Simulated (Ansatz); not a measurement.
The calculation used DFT PBE, scalar-relativistic, plane waves, PAW (Ansatz). Cutoff 420 eV, Γ-centred 12×12×6 mesh (4-atom cell), Gaussian smearing of 0.10 eV, collinear spin.

The zero of energy is the elements' standard structures at the same level; no fitted shifts are applied.

Question: Suggest a trial structure for a tetragonal metal made of Cd, Eu and Te, with a formation energy near −0.80 eV/atom, about 39 Å³ per atom and a net moment near 1.7 μB per atom, in a cell of 4 atoms. Its symmetry should be P4/mmm (No. 123).

Answer: EuCdTe₂, space group P4/mmm (No. 123). Around Eu lie 8 Te at 3.43 Å and 4 Eu at 4.24 Å; Cd is surrounded by 2 Te at 2.73 Å; around Te lie 1 Cd at 2.73 Å, 1 Te at 3.33 Å and 4 Eu at 3.43 Å.

```cif
data_structure
_symmetry_space_group_name_H-M 'P4/mmm'
_symmetry_Int_Tables_number 123
_cell_length_a 4.2351
_cell_length_b 4.2351
_cell_length_c 8.7799
_cell_angle_alpha 90.000
_cell_angle_beta 90.000
_cell_angle_gamma 90.000
_cell_volume 157.48
loop_
_atom_site_label
_atom_site_type_symbol
_atom_site_symmetry_multiplicity
_atom_site_Wyckoff_symbol
_atom_site_fract_x
_atom_site_fract_y
_atom_site_fract_z
_atom_site_occupancy
Eu1 Eu 1 b 0.00000 0.00000 0.50000 1
Cd1 Cd 1 c 0.50000 0.50000 0.00000 1
Te1 Te 2 h 0.50000 0.50000 0.68959 1
```

* Volume per atom: 39.37 Å³
* Density: 5.48 g/cm³
* Formation energy: −0.80 eV/atom
* Gap on the 12×12×6 mesh of the 4-atom cell: 0 eV (a metal)
* Net moment per atom: 1.72 μB
* Moment by site: Eu 6.8 μB

The structure comes from a generated guess, relaxed at this level; another structure or a mixture of phases may lie lower. Other answers may fit too; this one was computed.

Spin–orbit coupling, which can matter for Te, is left out. In such compounds of Eu a zero gap at this level may well be an artefact, since no Hubbard U is applied. The reference form of Te is held partly by dispersion forces, which this level lacks. The magnetic state reached may not be the lowest. Symmetry constrained the relaxation, so the result can be a saddle point. Site moments count only spheres around the atoms; the net moment includes the space between them.
